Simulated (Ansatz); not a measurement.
GaN (wurtzite), scan of one atom of the cell

Relaxed GaN (wurtzite):

```
CELL_PARAMETERS angstrom
      3.18312     0.00000     0.00000
     -1.59156     2.75667     0.00000
      0.00000     0.00000     5.18363
ATOMIC_POSITIONS crystal
  Ga 0.66667 0.33333 0.00099
  Ga 0.33333 0.66667 0.50099
  N  0.66667 0.33333 0.62421
  N  0.33333 0.66667 0.12421
```

In this cell atom 3 (N, nearest neighbour Ga at 1.946 Å; its periodic images, 3.2 Å or more away, move with it) is moved by s along Cartesian [110], unit vector (0.707, 0.707, 0.000); all other atoms and the cell stay fixed.

Level of theory: r2SCAN (plane waves to 500 eV, PAW, scalar-relativistic; Ansatz, an electronic-structure program). k mesh 10×10×5 (Γ-centred), Fermi-Dirac smearing 0.05 eV. E stands for the smeared free energy. Stress and pressure are positive under compression. F∥ is the force on the atom along that direction. F⊥ is the part of the force across the line. GaN was relaxed with its symmetry unable to fall. The zero of ΔE is the undisplaced structure.

```tsv
s (Å)	ΔE (eV/cell)	|F⊥| (eV/Å)	P (GPa)	F∥ (eV/Å)
-0.190	0.2178	0.808	1.75	2.151
-0.152	0.1429	0.521	1.15	1.783
-0.114	0.0826	0.295	0.66	1.389
-0.076	0.0377	0.132	0.30	0.965
-0.038	0.0097	0.034	0.08	0.504
0.000	0.0000	0.000	0.00	0.000
0.038	0.0103	0.034	0.08	-0.553
0.076	0.0428	0.140	0.34	-1.165
0.114	0.0997	0.321	0.80	-1.842
0.152	0.1838	0.583	1.48	-2.596
0.190	0.2981	0.933	2.39	-3.438
```

What the scan shows:

The energy at s = 0.190 Å comes out as 298.1 meV/cell and the force along the line at s = -0.190 Å comes out as 2.15 eV/Å. The force constant k = d²E/ds² at s = 0 (finite differences) comes out as 13.9 eV/Å². Symmetry of the curve: not even: the positive side lies higher at ±0.190 Å. Shape of the curve: a single well with its minimum at or next to zero displacement. Harmonic estimate at the end of the scan: ½ks² = 250.5 meV/cell against the computed 298.1 meV/cell, so the well is stiffer than harmonic there.

The 11 points together took roughly 5 core-minutes.

(For displaced atoms, the force is minus the slope of the energy, and its curvature is a force constant, which sets phonon frequencies.)
